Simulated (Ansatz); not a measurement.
Data:

Ge:
```yaml
crystal:
  lattice:
    - [2.80979, 0.00000, 0.00000]
    - [-1.40489, 2.43335, 0.00000]
    - [0.00000, 0.00000, 2.62593]
  atoms:
    - { symbol: Ge, position: [0.00000, 0.00000, 0.50000] }
```

This is the LDA-relaxed structure.

Question: All from the program Ansatz at the LDA level (PAW), unless another level is named. Predict the electronic character.

Answer: metallic (no gap).

Question: Next, the density of states at the Fermi level?

Answer: 0.41 states/eV per atom (mean over ±0.08 eV).

Space group P6/mmm. The first step of the workflow began from a Materials Project structure, measured or hypothetical; the Crystallography Open Database copy checked does not list it. It is not the phase usual at ambient conditions (space group No. 227). The cell was relaxed with LDA under the symmetry of its start; whether a distortion lowers the energy is not shown. Scalar-relativistic: spin–orbit coupling is off unless named, which matters more the heavier the elements.

Potentials: the later of the program's two PAW sets.
